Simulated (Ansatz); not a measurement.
## YCo₃B₂: from the end of a run back to its start

System: YCo₃B₂, a measured crystal structure (space group P6/mmm); the cell holds 6 atoms. Source: COD entry 1510629; the sample's temperature and pressure aren't taken into account, and it need not be the stable phase.

```
CELL_PARAMETERS angstrom
5.03300 0.00000 0.00000
-2.51650 4.35871 0.00000
0.00000 0.00000 3.03800
ATOMIC_POSITIONS crystal
B 0.33333 0.66667 0.00000
B 0.66667 0.33333 0.00000
Y 0.00000 0.00000 0.00000
Co 0.50000 0.00000 0.50000
Co 0.50000 0.50000 0.50000
Co 0.00000 0.50000 0.50000
```

Numbers behind element symbols give the atom's place in this list.

Level of theory: DFT, r2SCAN, PAW, plane waves, scalar-relativistic in Ansatz.

* Plane-wave cutoff: 500 eV
* k-point mesh: 5×5×6 (Γ-centred)
* Occupations: Fermi–Dirac smearing, 0.05 eV
* Valence electrons: 68

Site moments are integrals over atomic spheres and don't add up to the total.

r2SCAN tends to overstate moments and magnetic energies in itinerant metals. A small moment in a metal is sensitive to the mesh and the smearing.

The mesh is too coarse to rank close states of a metal with certainty: differences of some tens of meV/atom may change, at times in sign.

“Plain SCF” means no search for lower states. Ends within 0.2 meV/atom and 0.1 μB count as one state.

One run gave this history:

```json
{"iteration": "1", "Harris–Foulkes energy + 19570 (eV)": "0.9969", "largest residual (eV)": "1.85e+01", "M (μB)": "2.06", "absolute moment (μB)": "6.88"}
{"iteration": "2", "Harris–Foulkes energy + 19570 (eV)": "2.3049", "largest residual (eV)": "6.64e+00", "M (μB)": "1.40", "absolute moment (μB)": "5.56"}
{"iteration": "3", "Harris–Foulkes energy + 19570 (eV)": "1.8018", "largest residual (eV)": "3.97e+00", "M (μB)": "1.42", "absolute moment (μB)": "5.39"}
{"iteration": "4", "Harris–Foulkes energy + 19570 (eV)": "1.2345", "largest residual (eV)": "1.02e+00", "M (μB)": "1.11", "absolute moment (μB)": "4.97"}
{"iteration": "5", "Harris–Foulkes energy + 19570 (eV)": "0.9134", "largest residual (eV)": "3.85e-01", "M (μB)": "1.02", "absolute moment (μB)": "4.51"}
{"iteration": "6", "Harris–Foulkes energy + 19570 (eV)": "0.6908", "largest residual (eV)": "1.94e-01", "M (μB)": "0.93", "absolute moment (μB)": "4.30"}
{"iteration": "7", "Harris–Foulkes energy + 19570 (eV)": "0.2981", "largest residual (eV)": "8.61e-02", "M (μB)": "0.79", "absolute moment (μB)": "3.62"}
{"iteration": "9", "Harris–Foulkes energy + 19570 (eV)": "0.2036", "largest residual (eV)": "9.05e-03", "M (μB)": "0.57", "absolute moment (μB)": "2.90"}
{"iteration": "11", "Harris–Foulkes energy + 19570 (eV)": "0.1556", "largest residual (eV)": "5.94e-03", "M (μB)": "0.49", "absolute moment (μB)": "2.59"}
{"iteration": "13", "Harris–Foulkes energy + 19570 (eV)": "0.1448", "largest residual (eV)": "7.04e-04", "M (μB)": "0.42", "absolute moment (μB)": "2.40"}
{"iteration": "14", "Harris–Foulkes energy + 19570 (eV)": "0.1428", "largest residual (eV)": "1.02e-03", "M (μB)": "0.40", "absolute moment (μB)": "2.35"}
{"iteration": "16", "Harris–Foulkes energy + 19570 (eV)": "0.1380", "largest residual (eV)": "2.25e-04", "M (μB)": "0.35", "absolute moment (μB)": "2.17"}
{"iteration": "18", "Harris–Foulkes energy + 19570 (eV)": "0.1379", "largest residual (eV)": "2.65e-05", "M (μB)": "0.35", "absolute moment (μB)": "2.17"}
{"iteration": "20", "Harris–Foulkes energy + 19570 (eV)": "0.1376", "largest residual (eV)": "9.37e-06", "M (μB)": "0.34", "absolute moment (μB)": "2.14"}
{"iteration": "22", "Harris–Foulkes energy + 19570 (eV)": "0.1375", "largest residual (eV)": "2.90e-07", "M (μB)": "0.34", "absolute moment (μB)": "2.13"}
{"iteration": "24", "Harris–Foulkes energy + 19570 (eV)": "0.1375", "largest residual (eV)": "4.85e-07", "M (μB)": "0.34", "absolute moment (μB)": "2.13"}
{"iteration": "26", "Harris–Foulkes energy + 19570 (eV)": "0.1375", "largest residual (eV)": "1.74e-08", "M (μB)": "0.34", "absolute moment (μB)": "2.13"}
```

It ended ferrimagnetic, site moments Co4 0.57, Co5 0.57, Co6 -0.69 μB, total 0.34 μB per cell, no gap on the k-mesh.

Task: These set-ups ended in different states. Which one gave the run above?
A. parallel moments, plain SCF [Co4 3.00, Co5 3.00, Co6 3.00 μB]
B. a moment on one site alone, plain SCF [Co6 3.00 μB]
C. opposed moments ++-, plain SCF [Co4 3.00, Co5 3.00, Co6 -3.00 μB]

Result: C. The others ended as follows, with energies against this run: “parallel moments, plain SCF” ferromagnetic, +6.7 meV/atom; “a moment on one site alone, plain SCF” magnetic with very unequal moments on like atoms, +8.3 meV/atom.
